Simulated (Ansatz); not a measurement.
**Question.** Name crystals whose computed values (plane-wave PAW r²SCAN (Ansatz code)) fall in these windows: Θ_D (K) 560 to 820; B₀ by P(V) fit (GPa) 270 to 380; highest Γ mode, no LO–TO term (cm⁻¹) 840 to 1100.

**Answer.** 

```csv
crystal,Θ_D (K),B₀ by P(V) fit (GPa),"highest Γ mode, no LO–TO term (cm⁻¹)"
"B2W, P6_3/mmc (B on 4f, B on 2b, B on 2d, W on 4f)",690,334,911
```
Others may fit too.

Standing as an ambient phase not checked: B2W, P6_3/mmc (B on 4f, B on 2b, B on 2d, W on 4f). The cell was relaxed under the symmetry of its start. Rows with no word on spin ran without spin polarisation. Spin–orbit coupling is left out wherever it is not named.

Potentials: the later of the program's two PAW sets.
